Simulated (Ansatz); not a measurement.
Below is a relaxed structure of Li3In. The cell was found from a structure generator's guess, not taken from experiment.

Method: Ansatz, DFT PBE, scalar-relativistic, plane waves, PAW. Cutoff 420 eV, Γ-centred mesh, Gaussian smearing, no spin polarisation.

The sheet is periodic along a and b; c holds vacuum.

```
Li In
1.0
     4.71444    0.00000    0.00000
    -2.35722    4.08283    0.00000
     0.00000    0.00000   29.50446
Li In
3 1
Direct
  0.00000 0.00000 0.34233
  0.66667 0.33333 0.28184
  0.33333 0.66667 0.28188
  0.00000 0.00000 0.24632
```

Formation energies are uncorrected and refer to the elements' standard structures at the same level.

Problem. What layer group does it have?

Solution. p6mm (No. 77). In-plane cell: a = 4.714 Å, b = 4.714 Å, γ = 120.0°, thickness 2.83 Å between the outermost nuclei. Li at height 2.83 Å has 1 In at 2.83 Å and 6 Li at 3.25 Å; Li at height 1.05 Å has 3 Li at 2.72 Å and 3 In at 2.92 Å; In at height 0.00 Å has 7 Li at 2.83–2.92 Å.

Problem. How far does it lie from the elements in energy?

Solution. +0.27 eV/atom. A positive value: parting into the elements would lower its energy.

Problem. Is it a metal?

Solution. Yes, bands cross the Fermi level on the 12×12×1 mesh.

The last run used a 12×12×1 mesh for its 4-atom cell and Gaussian smearing of 0.10 eV. A structure relaxed within its symmetry needn't be a true minimum.
